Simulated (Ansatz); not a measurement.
One crystal and one scan (energy against volume) at two levels, PBE (plane waves to 420 eV, PAW, scalar-relativistic; Ansatz, an electronic-structure program) and r2SCAN (plane waves to 500 eV, PAW, scalar-relativistic; Ansatz), each from its own relaxed cell and on its own mesh. The cell shown is that of PBE.

VBiO4 (scheelite type, space group I4_1/a)

```xyz
12
Lattice="-2.5831 2.5831 5.8897 2.5831 -2.5831 5.8897 2.5831 2.5831 -5.8897" Properties=species:S:1:pos:R:3 pbc="T T T"
Bi     0.0000     2.5831     2.9449
Bi     0.0000     0.0000     0.0000
V      2.5831     0.0000     2.9449
V      0.0000     0.0000     5.8897
O      3.2979    -1.2871     3.8647
O      1.8684     1.2871     3.8647
O      1.2871     0.7147     6.8095
O      1.2960     1.8684     0.9198
O     -0.7147     1.2871     4.9699
O      3.2979     1.2960    -0.9198
O      1.2960    -0.7147     2.0250
O      3.8703     0.7147     2.0250
```

Equation-of-state scan: isotropic scaling of the cell above, V₀ being its volume. The atoms relax within the cell's symmetry.

E stands for the smeared free energy. Spin-orbit coupling is left out, though Bi is heavy. This is one of several known forms of VBiO4; the measured ambient cells at hand have space group No. 15 or 60. VBiO4 is run without spin polarisation. VBiO4 was relaxed with its symmetry unable to fall. Some relaxations began with atoms very close together and may have settled on another branch. With the shape held, the modulus is that of even scaling; a crystal free to change shape is softer. Percentages come from the unrounded values.

Results of PBE:

```
Property                                                                     Value
---------------------------------------------------------------------------  -----
Lattice constant a (Å)                                                       5.166
Lattice constant c (Å)                                                       11.78
Relaxed volume (Å³/atom)                                                     13.10
Bulk modulus at fixed cell shape B₀ (third-order Birch-Murnaghan fit) (GPa)  123.5
```

Q: What does r2SCAN give for the same quantities?

A: 
| quantity | r2SCAN | PBE − r2SCAN |
|---|---|---|
| Lattice constant a (Å) | 5.121 | +0.045 (+0.9 %) |
| Lattice constant c (Å) | 11.62 | +0.16 (+1.4 %) |
| Relaxed volume (Å³/atom) | 12.70 | +0.40 (+3.1 %) |
| Bulk modulus at fixed cell shape B₀ (third-order Birch-Murnaghan fit) (GPa) | 141.0 | -17.5 (-12 %) |

PBE gives the higher value for: lattice constant a; lattice constant c; relaxed volume. PBE gives the lower value for: bulk modulus at fixed cell shape B₀.

(A scan under strain: stresses follow from slopes of the energy per volume, elastic moduli from its curvatures.)
